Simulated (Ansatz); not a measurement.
**NaF: reading a single point**

```
CELL_PARAMETERS angstrom
0.00000 2.35227 2.35227
2.35227 0.00000 2.35227
2.35227 2.35227 0.00000
ATOMIC_POSITIONS crystal
Na 0.00000 0.00000 0.00000
F 0.50000 0.50000 0.50000
```

Level: PBE, spin-orbit coupling; 420 eV; 9×9×9 Γ-centred mesh; fermi-dirac occupations (width 0.0125 eV); Ansatz 0.2.0, fixed geometry.

The state carries no moments; the state need not be the lowest.

Q: Is the cell too large or too small?

A: The pressure is -0.1 GPa (compression positive), so with the atoms held at these fractions the cell is close to zero pressure.

Q: Is there a gap, and of what kind?

A: The gap is 6.06 eV, direct at the points sampled. A semilocal functional usually gives too small a gap.

Q: Which element gives electrons and which takes them?

A: Bader charges in e: Na +0.88, F -0.88. In the mean Na gives up most and F takes most.

Q: What is the formation energy?

A: -2.71 eV an atom against the elements' usual phases (free molecules for gases, crystals otherwise, with no correction for O₂ or N₂), so it is bound against them; other compounds may still compete. Relaxing would lower it.

Q: What is the character of the valence top and the conduction bottom?

A: Within 0.7 eV of the edges, the states project mainly on F p (99 %) below the gap and on Na s (76 %) and F s (17 %) above it.

Origin: a database entry at a rescaled volume.
